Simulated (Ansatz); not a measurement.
AlBRu3 (cubic perovskite, space group No. 221) at seven volumes, PBEsol (plane waves, PAW; program Ansatz), scaled uniformly. One row is withheld.

```csv
V (Å³/atom),P (GPa)
11.756,28.51
12.143,17.41
12.531,8.00
12.918,0.01
13.306,?
13.694,-12.52
14.081,-17.38
```

Task: Fit the shown pressures and predict the withheld one.

Result: Third-order Birch–Murnaghan: P = (3/2)B₀(x^(7/2) − x^(5/2))[1 + (3/4)(B′ − 4)(x − 1)] with x = (V₀/V)^(2/3). Least squares on the six rows gives V₀ = 12.919 Å³/atom, B₀ = 244.6 GPa, B′ = 4.47. At V = 13.306, x = 0.9805 and P = -6.76 GPa. The run itself gave -6.77 GPa.

Space group Pm-3m (cubic perovskite). The start of the workflow was typed in or built on a structure type; neither database checked (COD, Materials Project) lists it. Its standing as an ambient phase is unchecked. The cell was relaxed with PBEsol under the symmetry of its start. At this level the phase is dynamically unstable (imaginary phonons). The run is not spin-polarised. The volume moved by -16 % from the start of the relaxation.

Potentials: the later of the program's two PAW sets.
